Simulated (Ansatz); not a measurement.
Ag (fcc (Cu type), space group No. 225) under volume change, PBE (plane waves, PAW; program Ansatz), scaled uniformly.

```tsv
V (Å³/atom)	E − E(relaxed) (meV/atom)	P (GPa)
16.239	?	?
16.774	21.1	6.73
17.310	4.9	3.04
17.845	0.0	0.01
18.380	4.2	-2.43
18.916	?	?
19.451	33.2	-6.01
```

Some entries are withheld; supply them.


- 16.239, E − E(relaxed) (meV/atom): 50.8
- 16.239, P (GPa): 11.23
- 18.916, E − E(relaxed) (meV/atom): 15.7
- 18.916, P (GPa): -4.41

What does a third-order Birch–Murnaghan fit give for V₀, B₀ and B′?

V₀ = 17.85 Å³/atom, B₀ = 90.1 GPa, B′ = 5.9.

Space group Fm-3m (fcc (Cu type)). The cell was relaxed with PBE under the symmetry of its start. No spin polarisation was allowed.

Potentials: the earlier of the program's two PAW sets.
